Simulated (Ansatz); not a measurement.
Starting cell, Ag (fcc, Cu type):

```yaml
crystal:
  lattice:
    - [4.05478, 0.00000, 0.00000]
    - [0.00000, 4.05478, 0.00000]
    - [0.00000, 0.00000, 4.05478]
  atoms:
    - { symbol: Ag, position: [0.00000, 0.00000, 0.00000] }
    - { symbol: Ag, position: [0.50000, 0.50000, 0.00000] }
    - { symbol: Ag, position: [0.50000, 0.00000, 0.50000] }
    - { symbol: Ag, position: [0.00000, 0.50000, 0.50000] }
```

In each cell atom 1 (Ag, nearest neighbour Ag at 2.867 Å; its periodic images, 4.1 Å or more away, move with it) moves by s·(0.577, 0.577, 0.577) (along Cartesian [111]), the rest being held.

All values below come from PBEsol (plane waves to 420 eV, PAW, scalar-relativistic; Ansatz, an electronic-structure program). k mesh 9×9×9 (Γ-centred), Fermi-Dirac smearing 0.05 eV. E stands for the smeared free energy. With partly filled bands, energies and forces of such displacements shift with the k mesh and the smearing. On this mesh the relaxed cell isn't quite at rest: it carries a pressure of -0.2 GPa (compression positive) at the zero of the scan. Ag was relaxed with its symmetry unable to fall. The PAW data are Ansatz's earlier set. The zero of ΔE is the undisplaced structure. The last digit holds for this mesh only.

```csv
s (Å),ΔE (meV/cell)
-0.860,3816.9
-0.688,2054.1
-0.516,withheld
-0.344,385.4
-0.172,88.5
0.000,0.0
0.172,88.5
0.344,385.4
0.516,withheld
0.688,2054.1
0.860,3816.9
```

Problem. Fit an even polynomial form (powers 2, 4, 6) to the given rows and predict ΔE at s = -0.516.

Solution. Least squares on the 9 given rows: ΔE = (2899)·s² + (3016)·s⁴ + (56.65)·s⁶, in meV/cell with s in Å; root-mean-square residual 0.09 meV/cell. At -0.516 the fit gives 986.8 meV/cell; the calculation gives 986.3 meV/cell, so the interpolation is off by 0.5 (+0.1 %). The quadratic term alone would give 771.9 meV/cell.

(A displaced cell: forces are minus the slopes of the energy, force constants its curvatures, and phonons follow from these.)
